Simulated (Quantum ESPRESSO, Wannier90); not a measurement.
**Wannier functions of CdSe (wurtzite)**

Materials Project entry mp-1070; symmetrised, unrelaxed at this level. COD (Crystallography Open Database) has an entry of this formula and space group (matched by these alone). Method: LDA plane waves in Quantum ESPRESSO 7.5 (PseudoDojo norm-conserving files, 82 Ry, no spin polarisation, no spin-orbit coupling), Bloch states on a 6×6×4 mesh through Γ, Wannier90 4.0.1. Density: 12×12×6 mesh, Gaussian smearing 0.01 Ry. Spin-orbit coupling, left out, would split the p-like bands by a few tenths of an eV.

On the energy scale of pw.x, whose zero is arbitrary, the valence-band maximum lies at 7.02 eV.

Input w.win:

```
num_bands = 30
num_wann = 16
exclude_bands = 1-18,21-30
num_iter = 800
conv_tol = 1.0e-6
conv_window = 4
dis_num_iter = 1000
dis_conv_tol = 1.0e-6
dis_froz_max = 8.84
write_hr = true
write_u_matrices = true
begin projections
f=-0.32012,0.33993,0.49921: s;p
f=0.32499,-0.33459,0.00514: s;p
f=-0.33173,0.32551,-0.11950: s;p
f=0.33243,-0.32489,0.38036: s;p
end projections
begin unit_cell_cart
ang
    4.3460898497    0.0000000000    0.0000000000
   -2.1730449248    3.7638242170    0.0000000000
    0.0000000000    0.0000000000    7.0898400000
end unit_cell_cart
begin atoms_frac
Cd  -0.3333333333  0.3333333333  0.4999500000
Cd   0.3333333333 -0.3333333333 -0.0000500000
Se  -0.3333333333  0.3333333333 -0.1240900000
Se   0.3333333333 -0.3333333333  0.3759100000
end atoms_frac
mp_grid = 6 6 4
begin kpoints
0.0000000000 0.0000000000 0.0000000000
0.0000000000 0.0000000000 0.2500000000
0.0000000000 0.0000000000 0.5000000000
... (141 more lines: the 6x6x4 mesh through Gamma)
end kpoints
```

Input of pw2wannier90.x that gives the overlap and projection files (equivalent; here they were cut from one run over all bands):

```
&inputpp
  outdir = './out'
  prefix = 'pwscf'
  seedname = 'w'
  write_amn = .true.
  write_mmn = .true.
/
```

Output w.wout (banner and timings cut):

```
                                    ------
                                    SYSTEM
                                    ------

                              Lattice Vectors (Ang)
                    a_1     4.346090   0.000000   0.000000
                    a_2    -2.173045   3.763824   0.000000
                    a_3     0.000000   0.000000   7.089840

                   Unit Cell Volume:     115.97502  (Ang^3)

                        Reciprocal-Space Vectors (Ang^-1)
                    b_1     1.445710   0.834681  -0.000000
                    b_2     0.000000   1.669362   0.000000
                    b_3     0.000000  -0.000000   0.886224

 *----------------------------------------------------------------------------*
 |   Site       Fractional Coordinate          Cartesian Coordinate (Ang)     |
 +----------------------------------------------------------------------------+
 | cd   1  -0.33333   0.33333   0.49995   |   -2.17304   1.25461   3.54457    |
 | cd   2   0.33333  -0.33333  -0.00005   |    2.17304  -1.25461  -0.00035    |
 | se   1  -0.33333   0.33333  -0.12409   |   -2.17304   1.25461  -0.87978    |
 | se   2   0.33333  -0.33333   0.37591   |    2.17304  -1.25461   2.66514    |
 *----------------------------------------------------------------------------*
                                ------------
                                K-POINT GRID
                                ------------

             Grid size =  6 x  6 x  4      Total points =  144

 *---------------------------------- MAIN ------------------------------------*
 |  Number of Wannier Functions               :                16             |
 |  Number of Objective Wannier Functions     :                16             |
 |  Number of input Bloch states              :                30             |
 |  Output verbosity (1=low, 5=high)          :                 1             |
 |  Timing Level (1=low, 5=high)              :                 1             |
 |  Optimisation (0=memory, 3=speed)          :                 3             |
 |  Length Unit                               :               Ang             |
 |  Post-processing setup (write *.nnkp)      :                 F             |
 |  Using Gamma-only branch of algorithms     :                 F             |
 *----------------------------------------------------------------------------*
 *------------------------------- WANNIERISE ---------------------------------*
 |  Total number of iterations                :               800             |
 |  Number of CG steps before reset           :                 5             |
 |  Trial step length for line search         :             2.000             |
 |  Convergence tolerence                     :         0.100E-05             |
 |  Convergence window                        :                 4             |
 |  Iterations between writing output         :                 1             |
 |  Iterations between backing up to disk     :               100             |
 |  Write r^2_nm to file                      :                 F             |
 |  Write xyz WF centres to file              :                 F             |
 |  Write on-site energies <0n|H|0n> to file  :                 F             |
 |  Use guiding centre to control phases      :                 F             |
 |  Use phases for initial projections        :                 F             |
 *----------------------------------------------------------------------------*
 *------------------------------- DISENTANGLE --------------------------------*
 |  Using band disentanglement                :                 T             |
 |  Total number of iterations                :              1000             |
 |  Mixing ratio                              :             0.500             |
 |  Convergence tolerence                     :         1.000E-06             |
 |  Convergence window                        :                 3             |
 *----------------------------------------------------------------------------*
 *-------------------------------- PLOTTING ----------------------------------*
 |  Plotting Hamiltonian in WF basis          :                 T             |
 *----------------------------------------------------------------------------*

       ... (k-mesh section left out)

 Starting a new Wannier90 calculation ...

 Reading overlaps from w.mmn

 Reading projections from w.amn

 *------------------------------- DISENTANGLE --------------------------------*
 +----------------------------------------------------------------------------+
 |                              Energy  Windows                               |
 |                              ---------------                               |
 |                   Outer:   -5.50087  to   25.00358  (eV)                   |
 |                   Inner:   -5.50087  to    8.84000  (eV)                   |
 +----------------------------------------------------------------------------+
   Number of target bands to extract:   16

                   Unitarised projection of Wannier functions
                   ------------------------------------------
   A_mn = <psi_m|g_n> --> S = A.A^+ --> U = S^-1/2.A
   In dis_project... done
   Using an inner window (linner = T)
   In dis_proj_froz... done

                   Extraction of optimally-connected subspace
                   ------------------------------------------
 +---------------------------------------------------------------------+<-- DIS
 |  Iter     Omega_I(i-1)      Omega_I(i)      Delta (frac.)           |<-- DIS
 +---------------------------------------------------------------------+<-- DIS
       1      30.13807989      28.14836866       7.069E-02    <-- DIS
       2      28.89726992      27.59394985       4.723E-02    <-- DIS
       3      28.14503596      27.21288155       3.425E-02    <-- DIS
       4      27.59811886      26.92930097       2.484E-02    <-- DIS
       5      27.19704613      26.71120722       1.819E-02    <-- DIS
       6      26.89811212      26.53964279       1.351E-02    <-- DIS
       ... (lines left out)
     101      25.61088775      25.61081305       2.917E-06    <-- DIS
       ... (lines left out)
     128      25.60950362      25.60947905       9.594E-07    <-- DIS
     129      25.60947770      25.60945416       9.192E-07    <-- DIS
     130      25.60945291      25.60943036       8.806E-07    <-- DIS

             <<<      Delta < 1.000E-06  over  3 iterations     >>>
             <<< Disentanglement convergence criteria satisfied >>>

        Final Omega_I    25.60943036 (Ang^2)

 +----------------------------------------------------------------------------+

 Writing checkpoint file w.chk... done

 *------------------------------- WANNIERISE ---------------------------------*
 +--------------------------------------------------------------------+<-- CONV
 | Iter  Delta Spread     RMS Gradient      Spread (Ang^2)            |<-- CONV
 +--------------------------------------------------------------------+<-- CONV

 ------------------------------------------------------------------------------
 Initial State
  WF centre and spread    1  ( -2.160877,  1.257924,  3.537103 )     2.57579920
  WF centre and spread    2  ( -2.172809,  1.255811,  3.365193 )     3.13498365
  WF centre and spread    3  ( -2.181274,  1.120602,  3.642362 )     3.12966266
  WF centre and spread    4  ( -2.170369,  1.386316,  3.643959 )     3.14629497
  WF centre and spread    5  (  2.163297, -1.253361,  0.002918 )     2.57406966
  WF centre and spread    6  (  2.172767, -1.255472, -0.187835 )     3.14293173
  WF centre and spread    7  (  2.179382, -1.118830,  0.098992 )     3.12097822
  WF centre and spread    8  (  2.170792, -1.391442,  0.099427 )     3.14151144
  WF centre and spread    9  ( -2.151677,  1.231774, -0.851908 )     1.26305335
  WF centre and spread   10  ( -2.172374,  1.253062, -0.814394 )     1.80543406
  WF centre and spread   11  ( -2.189334,  1.193212, -0.915520 )     1.79973827
  WF centre and spread   12  ( -2.171449,  1.334685, -0.914590 )     1.79745461
  WF centre and spread   13  (  2.151895, -1.231727,  2.691223 )     1.27805545
  WF centre and spread   14  (  2.172324, -1.253205,  2.731752 )     1.80074835
  WF centre and spread   15  (  2.188322, -1.193202,  2.629644 )     1.79652768
  WF centre and spread   16  (  2.171436, -1.336122,  2.630849 )     1.79610634
  Sum of centres and spreads (  0.000053,  0.000025, 21.389175 )    37.30334964

      0     0.373E+02     0.0000000000       37.3033495966  <-- CONV
        O_D=      0.0184271 O_OD=     11.6754921 O_TOT=     37.3033496 <-- SPRD
 ------------------------------------------------------------------------------
      1    -0.277E+00     0.3792283896       37.0268318430  <-- CONV
        O_D=      0.0244346 O_OD=     11.3929669 O_TOT=     37.0268318 <-- SPRD
      2    -0.254E+00     0.5900395066       36.7727769713  <-- CONV
        O_D=      0.0231215 O_OD=     11.1402251 O_TOT=     36.7727770 <-- SPRD
      3    -0.106E+00     0.4136985433       36.6668426126  <-- CONV
        O_D=      0.0200413 O_OD=     11.0373709 O_TOT=     36.6668426 <-- SPRD
      4    -0.454E-01     0.2550979271       36.6214686836  <-- CONV
        O_D=      0.0197169 O_OD=     10.9923215 O_TOT=     36.6214687 <-- SPRD
      5    -0.445E-01     0.2130700291       36.5769492434  <-- CONV
        O_D=      0.0212450 O_OD=     10.9462739 O_TOT=     36.5769492 <-- SPRD
       ... (lines left out)
    100    -0.134E-02     0.0417372722       29.3957679490  <-- CONV
        O_D=      0.0108333 O_OD=      3.7755043 O_TOT=     29.3957679 <-- SPRD
       ... (lines left out)
    200    -0.272E-04     0.0056265995       29.3651543713  <-- CONV
        O_D=      0.0108302 O_OD=      3.7448938 O_TOT=     29.3651544 <-- SPRD
       ... (lines left out)
    293    -0.864E-06     0.0012784293       29.3644583748  <-- CONV
        O_D=      0.0108358 O_OD=      3.7441922 O_TOT=     29.3644584 <-- SPRD
    294    -0.970E-06     0.0010373941       29.3644574048  <-- CONV
        O_D=      0.0108352 O_OD=      3.7441918 O_TOT=     29.3644574 <-- SPRD
    295    -0.836E-06     0.0009792690       29.3644565685  <-- CONV
        O_D=      0.0108346 O_OD=      3.7441916 O_TOT=     29.3644566 <-- SPRD
             <<<     Delta < 1.000E-06  over  4 iterations     >>>
             <<< Wannierisation convergence criteria satisfied >>>
 Final State
  WF centre and spread    1  ( -1.461235,  0.843475,  3.837217 )     2.22912030
  WF centre and spread    2  ( -2.174214,  1.256470,  2.675541 )     2.23538935
  WF centre and spread    3  ( -2.884243,  0.843561,  3.839571 )     2.22876133
  WF centre and spread    4  ( -2.172576,  2.075712,  3.841431 )     2.22855664
  WF centre and spread    5  (  1.461224, -0.843499,  0.292433 )     2.22910561
  WF centre and spread    6  (  2.174157, -1.256432, -0.869428 )     2.23531126
  WF centre and spread    7  (  2.884204, -0.843554,  0.294708 )     2.22874543
  WF centre and spread    8  (  2.172588, -2.075688,  0.296575 )     2.22856835
  WF centre and spread    9  ( -1.766942,  1.018484, -1.039587 )     1.44046413
  WF centre and spread   10  ( -2.172175,  1.254244, -0.379418 )     1.43943772
  WF centre and spread   11  ( -2.580559,  1.020550, -1.038390 )     1.44033074
  WF centre and spread   12  ( -2.171914,  1.724265, -1.038831 )     1.44023374
  WF centre and spread   13  (  1.767018, -1.018417,  2.505303 )     1.44044860
  WF centre and spread   14  (  2.172151, -1.254242,  3.165515 )     1.43943296
  WF centre and spread   15  (  2.580620, -1.020603,  2.506587 )     1.44032929
  WF centre and spread   16  (  2.171879, -1.724252,  2.506088 )     1.44022117
  Sum of centres and spreads ( -0.000014,  0.000072, 21.395313 )    29.36445661

         Spreads (Ang^2)       Omega I      =    25.609430359
        ================       Omega D      =     0.010834609
                               Omega OD     =     3.744191601
    Final Spread (Ang^2)       Omega Total  =    29.364456568
```
